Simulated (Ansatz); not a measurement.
Al:
```xyz
11
Lattice="2.8280 0.0000 0.0000 -1.4140 2.4491 0.0000 0.0000 0.0000 25.3360" Properties=species:S:1:pos:R:3 pbc="T T T"
Al     0.0000     1.6328    21.8570
Al     1.4140     0.8164    24.1705
Al     0.0000     1.6328     1.1655
Al     1.4140     0.8164     3.4790
Al     0.0000     0.0000     5.7723
Al     0.0000     1.6328     8.0712
Al     1.4140     0.8164    10.3692
Al     0.0000     0.0000    12.6680
Al     0.0000     1.6328    14.9667
Al     1.4140     0.8164    17.2648
Al     0.0000     0.0000    19.5636
```

Relaxed with r²SCAN. Special points in fractions of this cell's reciprocal vectors: Γ (0.000, 0.000, 0.000); M (0.500, 0.000, 0.000); K (0.333, 0.333, 0.000); A (0.000, 0.000, 0.500); L (0.500, 0.000, 0.500); H (0.333, 0.333, 0.500).

Problem. List the band energies nearest the Fermi level at these points for DFT-r²SCAN in the program Ansatz with PAW potentials.

Solution. In eV from the Fermi level; about four levels below and three above (degenerate sets whole), none deeper than 8.9 eV; points with the same levels are listed once.

```json
[
 {"k": "Γ", "below": "-3.48 -3.46 -0.50 -0.49", "above": "2.88 2.88 6.60 6.60"},
 {"k": "M", "below": "-1.99 -1.86 -1.35 -0.01", "above": "0.13 0.20 0.39"},
 {"k": "K", "below": "-1.64 -1.57 -1.57 -0.13", "above": "0.27 0.27 0.86 0.86"},
 {"k": "A", "below": "-5.13 -4.55 -2.05 -2.03", "above": "1.14 1.14 4.70 4.70"},
 {"k": "L", "below": "-1.04 -0.91 -0.85 -0.58", "above": "0.93 1.07 1.72"},
 {"k": "H", "below": "-1.41 -1.41 -1.36 -0.26", "above": "0.11 0.11 1.22"}
]
```

Space group P-3m1. The start of the workflow was typed in or built on a structure type; neither database checked (COD, Materials Project) lists it. It is not the phase usual at ambient conditions (space group No. 225). The r²SCAN relaxation kept the symmetry of its start; its stability against distortions is not shown here.

Potentials: the later of the program's two PAW sets.
